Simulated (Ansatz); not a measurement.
# CdAg: stiffness from a series of strains

```
CELL_PARAMETERS angstrom
3.33000 0.00000 0.00000
0.00000 3.33000 0.00000
0.00000 0.00000 3.33000
ATOMIC_POSITIONS crystal
Cd 0.50000 0.50000 0.50000
Ag 0.00000 0.00000 0.00000
```

Atom numbers follow the list: Cd1, Ag2.

The conventional cell has a = 3.330 Å, b = 3.330 Å, c = 3.330 Å, α = 90.00°, β = 90.00°, γ = 90.00°. Cd (atom 1) is surrounded by 8 Ag at 2.88 Å. Around Ag (atom 2) lie 8 Cd at 2.88 Å.

The cell is COD entry 9008796, as deposited and not checked against the literature; nothing was relaxed.

These are results of Ansatz 0.2.0, DFT, PBEsol, all-electron LAPW, scalar-relativistic, not measurements.

Sampling and basis: a Γ-centred 12×12×12 k mesh, Fermi–Dirac smearing of 0.05 eV, basis error target 0.25 meV/atom, no spin polarisation.

The strain is applied along the Cartesian axes of the cell as listed (the other components stay zero). Fractional coordinates are held (clamped ions).

σ is the change of stress from the unstrained cell, which is at -1.69 GPa; tension is positive, so slopes are stress–strain coefficients at that pressure. In a metal the k mesh adds noise.

Only quantities that a quadratic follows smoothly over the whole series are listed; rougher ones are left out.

```csv
εxx = εyy,σzz (GPa),σxx (GPa)
-0.0200,-3.71,-4.06
-0.0100,-1.70,-1.93
0.0000,0.00,0.00
0.0200,2.72,3.21
```

Fit the series and read off the stiffness at zero strain.

Least-squares fits y = p0 + p1 x + p2 x² to the rows give σzz (GPa): p1 = 161, p2 = -1300; σxx (GPa): p1 = 182, p2 = -1100. So 2 C12 = 161 GPa and C11 + C12 = 182 GPa.

One run, at εxx = εyy = 0.0100, is withheld. Predict its row.

The fits give 1.49, 1.71; the run gave 1.42, 1.73.
